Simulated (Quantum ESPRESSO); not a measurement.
B3SiP3C, one run as intended and one with a planted mistake

Computed values, not a measurement. The program is pw.x of Quantum ESPRESSO 7.5 (plane-wave density functional theory). The cell is made up: 8 atoms on a zincblende/diamond lattice, with randomly drawn elements, strain and displacements, not relaxed. PseudoDojo standard norm-conserving files (v0.5 for PBE, v0.4.1 for LDA and PBEsol) set the functional; there is no spin polarisation, spin-orbit coupling or dispersion term, and the masses in the input are unused placeholders.

Intended input:

```
&control calculation='scf', pseudo_dir='./dojo.nc.sr.pbe.v0_5.standard.upf', outdir='./o', disk_io='low', tprnfor=.true., tstress=.true. /
&system ibrav=0, nat=8, ntyp=4, nbnd=22, ecutwfc=82.02448710, nosym=.true., tot_charge=0,
 occupations='smearing', smearing='fd', degauss=0.0018374661
/
&electrons conv_thr=7.350e-09, electron_maxstep=60, /
ATOMIC_SPECIES
B 1.0 B.upf
C 1.0 C.upf
P 1.0 P.upf
Si 1.0 Si.upf
CELL_PARAMETERS angstrom
4.5699 0.0224 -0.0379
0.0224 4.4654 0.0651
-0.0379 0.0651 4.568
ATOMIC_POSITIONS angstrom
B -0.0734 0.0765 -0.0677
B 0.0603 2.2238 2.3549
Si 2.2783 0.0504 2.2438
B 2.2979 2.2096 0.0382
P 1.2014 1.1722 1.0783
P 1.1327 3.3943 3.4895
C 3.4748 1.2282 3.377
P 3.3431 3.4195 1.1261
K_POINTS automatic
4 4 4 1 1 1
```

The log is shortened where brackets say so; the opening notice, blank lines, dates and the lines on written files are dropped, and the path of the files is cut. It prints rydbergs, bohrs and kilobars, and counts compression as positive stress. Where no state is partly filled, the Fermi energy that it prints is only some level between the filled and the empty states on the mesh, and need not lie in the true gap.

Log of the intended run:

```
     Program PWSCF v.7.5
     Parallel version (MPI & OpenMP), running on       4 processor cores
     Number of MPI processes:                 4
     Threads/MPI process:                     1
     [start-up lines left out]
     bravais-lattice index     =            0
     lattice parameter (alat)  =       8.6363  a.u.
     unit-cell volume          =     628.8665 (a.u.)^3
     number of atoms/cell      =            8
     number of atomic types    =            4
     number of electrons       =        32.00
     number of Kohn-Sham states=           22
     kinetic-energy cutoff     =      82.0245  Ry
     charge density cutoff     =     328.0979  Ry
     scf convergence threshold =      7.3E-09
     mixing beta               =       0.7000
     number of iterations used =            8  plain     mixing
     Exchange-correlation= PBE
                           (   1   4   3   4   0   0   0)
     [axes and pseudopotential details left out]
   Cartesian axes
     site n.     atom                  positions (alat units)
         1        B      tau(   1) = (  -0.0160609   0.0167392  -0.0148136  )
         2        B      tau(   2) = (   0.0131944   0.4865964   0.5152828  )
         3        Si     tau(   3) = (   0.4985217   0.0110282   0.4909726  )
         4        B      tau(   4) = (   0.5028104   0.4834892   0.0083587  )
         5        P      tau(   5) = (   0.2628820   0.2564926   0.2359461  )
         6        P      tau(   6) = (   0.2478495   0.7427170   0.7635480  )
         7        C      tau(   7) = (   0.7603315   0.2687461   0.7389316  )
         8        P      tau(   8) = (   0.7315138   0.7482311   0.2464053  )
     number of k points=    32  Fermi-Dirac smearing, width (Ry)=  0.0018
                       cart. coord. in units 2pi/alat
        k(    1) = (   0.1254216   0.1254898   0.1243100), wk =   0.0625000
        k(    2) = (   0.1275145   0.1218319   0.3744951), wk =   0.0625000
     [further k points left out]
     Dense  grid:    63077 G-vectors     FFT dimensions: (  50,  50,  50)
     Estimated max dynamical RAM per process >      93.47 MB
     Estimated total dynamical RAM >     327.69 MB
     Initial potential from superposition of free atoms
     starting charge      31.9982, renormalised to      32.0000
     Starting wfcs are   32 randomized atomic wfcs
     total cpu time spent up to now is        1.3 secs
     per-process dynamical memory:    68.6 Mb
     Self-consistent Calculation
     iteration #  1     ecut=    82.02 Ry     beta= 0.70
     Davidson diagonalization with overlap
     ethr =  1.00E-02,  avg # of iterations =  5.1
     total cpu time spent up to now is        2.9 secs
     total energy              =     -79.40179215 Ry
     estimated scf accuracy    <       0.48894567 Ry
     iteration #  2     ecut=    82.02 Ry     beta= 0.70
     Davidson diagonalization with overlap
     ethr =  1.53E-03,  avg # of iterations =  4.1
     total cpu time spent up to now is        4.3 secs
     total energy              =     -79.43988345 Ry
     estimated scf accuracy    <       0.35396003 Ry
     [iterations 3 to 9 left out]
     iteration # 10     ecut=    82.02 Ry     beta= 0.70
     Davidson diagonalization with overlap
     ethr =  2.43E-10,  avg # of iterations =  3.6
     total cpu time spent up to now is       15.6 secs
     total energy              =     -79.53648152 Ry
     estimated scf accuracy    <       0.00000004 Ry
     iteration # 11     ecut=    82.02 Ry     beta= 0.70
     Davidson diagonalization with overlap
     ethr =  1.14E-10,  avg # of iterations =  2.1
     total cpu time spent up to now is       16.6 secs
     End of self-consistent calculation
     [lines on levels left out]
     the Fermi energy is     9.4452 ev
!    total energy              =     -79.53648153 Ry
     estimated scf accuracy    <          2.0E-09 Ry
     smearing contrib. (-TS)   =      -0.00000000 Ry
     internal energy E=F+TS    =     -79.53648153 Ry
     The total energy is F=E-TS. E is the sum of the following terms:
     one-electron contribution =      24.58661920 Ry
     hartree contribution      =       5.96385896 Ry
     xc contribution           =     -27.31445261 Ry
     ewald contribution        =     -82.77250708 Ry
     convergence has been achieved in  11 iterations
     Forces acting on atoms (cartesian axes, Ry/au):
     atom    1 type  1   force =    -0.03452410    0.04384905   -0.04963750
     atom    2 type  1   force =    -0.09640202   -0.02198455    0.01948973
     atom    3 type  4   force =     0.13882409    0.16309944    0.25539521
     atom    4 type  1   force =     0.09149772    0.00289992   -0.10632988
     atom    5 type  3   force =    -0.23079293    0.09947408   -0.10274382
     atom    6 type  3   force =    -0.13702009   -0.09537260    0.10722867
     atom    7 type  2   force =     0.02942167   -0.00521667    0.03101791
     atom    8 type  3   force =     0.23899565   -0.18674867   -0.15442032
     Total force =     0.614249     Total SCF correction =     0.000046
     Computing stress (Cartesian axis) and pressure
          total   stress  (Ry/bohr**3)                   (kbar)     P=      128.29
   0.00058546  -0.00048396  -0.00025968           86.12      -71.19      -38.20
  -0.00048396   0.00113371  -0.00049374          -71.19      166.77      -72.63
  -0.00025968  -0.00049374   0.00089720          -38.20      -72.63      131.98
     init_run     :      1.20s CPU      1.25s WALL (       1 calls)
     electrons    :     15.26s CPU     15.33s WALL (       1 calls)
     forces       :      0.30s CPU      0.31s WALL (       1 calls)
     stress       :      0.97s CPU      0.97s WALL (       1 calls)
     [timing details left out]
     PWSCF        :     17.81s CPU     17.95s WALL
     JOB DONE.
```

A second run has one planted mistake: the plane-wave cutoff is too low. The input lines that differ, file-writing options aside:

```
- &system ibrav=0, nat=8, ntyp=4, nbnd=22, ecutwfc=82.02448710, nosym=.true., tot_charge=0,
+ &system ibrav=0, nat=8, ntyp=4, nbnd=22, ecutwfc=60.56288295, nosym=.true., tot_charge=0,
```

Its log:

```
     Program PWSCF v.7.5
     Parallel version (MPI & OpenMP), running on       4 processor cores
     Number of MPI processes:                 4
     Threads/MPI process:                     1
     [start-up lines left out]
     bravais-lattice index     =            0
     lattice parameter (alat)  =       8.6363  a.u.
     unit-cell volume          =     628.8665 (a.u.)^3
     number of atoms/cell      =            8
     number of atomic types    =            4
     number of electrons       =        32.00
     number of Kohn-Sham states=           22
     kinetic-energy cutoff     =      60.5629  Ry
     charge density cutoff     =     242.2515  Ry
     scf convergence threshold =      7.3E-09
     mixing beta               =       0.7000
     number of iterations used =            8  plain     mixing
     Exchange-correlation= PBE
                           (   1   4   3   4   0   0   0)
     [axes and pseudopotential details left out]
   Cartesian axes
     site n.     atom                  positions (alat units)
         1        B      tau(   1) = (  -0.0160609   0.0167392  -0.0148136  )
         2        B      tau(   2) = (   0.0131944   0.4865964   0.5152828  )
         3        Si     tau(   3) = (   0.4985217   0.0110282   0.4909726  )
         4        B      tau(   4) = (   0.5028104   0.4834892   0.0083587  )
         5        P      tau(   5) = (   0.2628820   0.2564926   0.2359461  )
         6        P      tau(   6) = (   0.2478495   0.7427170   0.7635480  )
         7        C      tau(   7) = (   0.7603315   0.2687461   0.7389316  )
         8        P      tau(   8) = (   0.7315138   0.7482311   0.2464053  )
     number of k points=    32  Fermi-Dirac smearing, width (Ry)=  0.0018
                       cart. coord. in units 2pi/alat
        k(    1) = (   0.1254216   0.1254898   0.1243100), wk =   0.0625000
        k(    2) = (   0.1275145   0.1218319   0.3744951), wk =   0.0625000
     [further k points left out]
     Dense  grid:    40029 G-vectors     FFT dimensions: (  45,  45,  45)
     Estimated max dynamical RAM per process >      61.47 MB
     Estimated total dynamical RAM >     216.57 MB
     Initial potential from superposition of free atoms
     starting charge      31.9982, renormalised to      32.0000
     Starting wfcs are   32 randomized atomic wfcs
     total cpu time spent up to now is        1.0 secs
     per-process dynamical memory:    47.9 Mb
     Self-consistent Calculation
     iteration #  1     ecut=    60.56 Ry     beta= 0.70
     Davidson diagonalization with overlap
     ethr =  1.00E-02,  avg # of iterations =  5.1
     total cpu time spent up to now is        2.1 secs
     total energy              =     -79.39943809 Ry
     estimated scf accuracy    <       0.48580893 Ry
     iteration #  2     ecut=    60.56 Ry     beta= 0.70
     Davidson diagonalization with overlap
     ethr =  1.52E-03,  avg # of iterations =  4.0
     total cpu time spent up to now is        3.2 secs
     total energy              =     -79.43698738 Ry
     estimated scf accuracy    <       0.34655113 Ry
     [iterations 3 to 9 left out]
     iteration # 10     ecut=    60.56 Ry     beta= 0.70
     Davidson diagonalization with overlap
     ethr =  2.31E-10,  avg # of iterations =  3.7
     total cpu time spent up to now is       11.3 secs
     total energy              =     -79.53211570 Ry
     estimated scf accuracy    <       0.00000003 Ry
     iteration # 11     ecut=    60.56 Ry     beta= 0.70
     Davidson diagonalization with overlap
     ethr =  1.05E-10,  avg # of iterations =  2.1
     total cpu time spent up to now is       12.1 secs
     End of self-consistent calculation
     [lines on levels left out]
     the Fermi energy is     9.4471 ev
!    total energy              =     -79.53211570 Ry
     estimated scf accuracy    <          1.7E-09 Ry
     smearing contrib. (-TS)   =      -0.00000000 Ry
     internal energy E=F+TS    =     -79.53211570 Ry
     The total energy is F=E-TS. E is the sum of the following terms:
     one-electron contribution =      24.59181886 Ry
     hartree contribution      =       5.96127106 Ry
     xc contribution           =     -27.31269853 Ry
     ewald contribution        =     -82.77250709 Ry
     convergence has been achieved in  11 iterations
     Forces acting on atoms (cartesian axes, Ry/au):
     atom    1 type  1   force =    -0.03467455    0.04396095   -0.04977377
     atom    2 type  1   force =    -0.09662664   -0.02214947    0.01963270
     atom    3 type  4   force =     0.13875720    0.16302986    0.25533300
     atom    4 type  1   force =     0.09138220    0.00301696   -0.10620917
     atom    5 type  3   force =    -0.23079249    0.09942224   -0.10269881
     atom    6 type  3   force =    -0.13699777   -0.09530996    0.10720716
     atom    7 type  2   force =     0.02997122   -0.00526056    0.03087509
     atom    8 type  3   force =     0.23898083   -0.18671003   -0.15436620
     Total force =     0.614179     Total SCF correction =     0.000042
     Computing stress (Cartesian axis) and pressure
          total   stress  (Ry/bohr**3)                   (kbar)     P=      122.32
   0.00054496  -0.00048415  -0.00025926           80.17      -71.22      -38.14
  -0.00048415   0.00109302  -0.00049320          -71.22      160.79      -72.55
  -0.00025926  -0.00049320   0.00085666          -38.14      -72.55      126.02
     init_run     :      0.88s CPU      0.90s WALL (       1 calls)
     electrons    :     11.06s CPU     11.12s WALL (       1 calls)
     forces       :      0.19s CPU      0.19s WALL (       1 calls)
     stress       :      0.58s CPU      0.58s WALL (       1 calls)
     [timing details left out]
     PWSCF        :     12.78s CPU     12.88s WALL
     JOB DONE.
```

|  | intended run | run with the mistake |
| --- | --- | --- |
| free energy (eV) | -1082.149 | -1082.090 |
| smearing term -TS (eV) | 0.0000 | 0.0000 |
| pressure (GPa) | 12.83 | 12.23 |
| largest force component (eV/Å) | 6.566 | 6.565 |
| largest change of a force component (eV/Å) |  | 0.014 |
| iterations | 11 | 11 |

For scale, a rerun of the intended cell at 1347 eV and a 6 x 6 x 6 mesh moved values by no more than 0.005 eV in energy, 0.03 GPa in stress and 0.004 eV/Å in force.